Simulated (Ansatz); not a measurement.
**RbCrSe$_{2}$: computed property card**

RbCrSe$_{2}$:
```yaml
crystal:
  lattice:
    - [1.92492, 1.11135, 7.75447]
    - [-1.92492, 1.11135, 7.75447]
    - [0.00000, -2.22271, 7.75447]
  atoms:
    - { symbol: Rb, position: [0.16594, 0.16594, 0.16594] }
    - { symbol: Cr, position: [0.99778, 0.99778, 0.99778] }
    - { symbol: Se, position: [0.38861, 0.38861, 0.38861] }
    - { symbol: Se, position: [0.60738, 0.60738, 0.60738] }
```
The run is spin-polarised; directions of the spins, atom by atom: 0 ↑ 0 0.

Space group R3m (No. 160); conventional cell a = b = 3.8498 Å, c = 23.2634 Å, α = β = 90.00°, γ = 120.00°.

Method: the program Ansatz at the r²SCAN level (PAW). Geometry: relaxed at this level of theory. Other levels are named where they apply.

### Cell and energy

```
Item                                                           Value
-----------------------------------------------------  -------------
Volume per atom                                             24.88 Å³
Density                                                   4.93 g/cm³
Formation energy from the elements (no fitted shifts)  -1.09 eV/atom
```

### Electronic structure

```
Quantity                                                                                                                      Result
----------------------------------------  ------------------------------------------------------------------------------------------
Band gap                                                                                                          1.27 eV (indirect)
Valence-band maximum                                                                                                            at T
Conduction-band minimum                   off the standard path, at k = (0.159, 0.398, 0.398) in fractions of the reciprocal vectors
Smallest direct gap on the standard path                                                                                     1.57 eV
Electron effective mass                                                                       0.34, 0.44, 0.76 mₑ (principal values)
```

### Magnetism

```
Property                   Value
--------------  ----------------
Magnetic order     ferromagnetic
Net moment      0.75 μB per atom
```

### Charges

```
Property                                        Result
-------------  ---------------------------------------
Bader charges  Rb +0.77, Cr +1.29, Se -1.03 to -1.02 e
```

The first step of the workflow began from a Materials Project structure, measured or hypothetical; the Crystallography Open Database copy checked does not list it. Its standing as an ambient phase is unchecked. The cell was relaxed with r²SCAN under the symmetry of its start; whether a distortion lowers the energy is not shown. Spin order of the final state: ferromagnetic, the only order run, not a proven ground state. The cell computed holds one magnetic atom, so no antiferromagnetic order was within reach. Other orbital occupations within this spin state were not tried. No Hubbard U is applied. Point labels and valley counts follow the cell and symmetry of the run, lower than the named group. The references are the lowest solids computed at this level, not always the standard phases. Spin–orbit coupling is left out wherever it is not named.

Potentials: the later of the program's two PAW sets.
